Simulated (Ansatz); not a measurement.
HfIr₃: strain energy, fitted

HfIr₃, Pm-3m, a = 3.942 Å. The structure is a COD entry; whether it is the stable form wasn't checked. Ansatz: r2SCAN, PAW, 500 eV, Γ-centred 14×14×14 mesh on 4 atoms, Gaussian smearing 0.10 eV; no spin polarisation. Series: equal strain along all axes, cell held, atoms fixed by symmetry; x is the strain in per cent. y is the free energy over the unstrained cell, V0 = 15.316 Å³/atom.

| x (%) | y (meV/atom) |
| --- | --- |
| -3.0 | 129.60 |
| -2.0 | 55.41 |
| -1.0 | 13.31 |
| 0.0 | 0.00 |
| 1.0 | 12.47 |
| 2.0 | 47.97 |
| 3.0 | ? |

Question: Fit y = c2 x² + c3 x³ to the other rows, turn c2 into a modulus, and predict the missing energy.

Answer: Least squares on the rows shown. y = 12.944 x² − 0.48229 x³. In eV per unit strain² c2 is 129.4; the stiffness is B for this strain (E = 9/2 B V0 ε², shape held): 2 × 129.4 × 160.2 / (9 × 15.316) = 301 GPa. At x = 3.0 the fit asked for gives 103.47 meV/atom. The run gave 104.01 meV/atom, so the fit is 0.54 meV/atom too low, 0.42 % of the span of the series, against an rms of 0.12 meV/atom on the fitted rows. The row lies outside the fitted range. With a term in x⁴ added, a fit to the same known rows predicts 104.50 meV/atom, which misses by about as much or more on the other side: the known rows don't fix the higher terms.

Spin–orbit coupling is left out, which can shift energies with elements as heavy as these.

Cost: 7 runs of about 5.4 core-minutes in all, on Arm Neoverse V1 (shared hosts).